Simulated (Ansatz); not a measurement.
TiTc:
```xyz
2
Lattice="3.0904 0.0000 0.0000 0.0000 3.0904 0.0000 0.0000 0.0000 3.0904" Properties=species:S:1:pos:R:3 pbc="T T T"
Ti     1.5452     1.5452     1.5452
Tc     0.0000     0.0000     0.0000
```

Relaxed with r²SCAN. Special points in fractions of this cell's reciprocal vectors: Γ (0.000, 0.000, 0.000); X (0.000, 0.500, 0.000); M (0.500, 0.500, 0.000); R (0.500, 0.500, 0.500).

Task: List the band energies nearest the Fermi level at these points for plane-wave PAW r²SCAN (Ansatz code).

Result: In eV from the Fermi level; about four levels below and three above (degenerate sets whole), none deeper than 8.9 eV; … stands for higher levels left out; points with the same levels are listed once.

```
k                                below                above
-  -----------------------------------  -------------------
Γ        -4.15 -4.15 -0.22 -0.22 -0.22          2.90 2.90 …
X              -2.30 -0.48 -0.48 -0.06       1.02 1.56 1.56
M              -4.34 -3.99 -2.08 -2.08       2.01 2.01 2.45
R  -2.62 -2.62 -2.62 -0.57 -0.57 -0.57  2.56 2.56 4.03 4.03
```

Space group Pm-3m (CsCl type). The workflow started from a Materials Project entry (that database holds measured and hypothetical structures alike); the Crystallography Open Database files this formula in space group No. 221, but the cells were not matched. Its standing as an ambient phase is unchecked. The cell was relaxed with r²SCAN under the symmetry of its start; its stability against distortions is not shown here. The run is not spin-polarised. Spin–orbit coupling is left out wherever it is not named.

Potentials: the later of the program's two PAW sets.
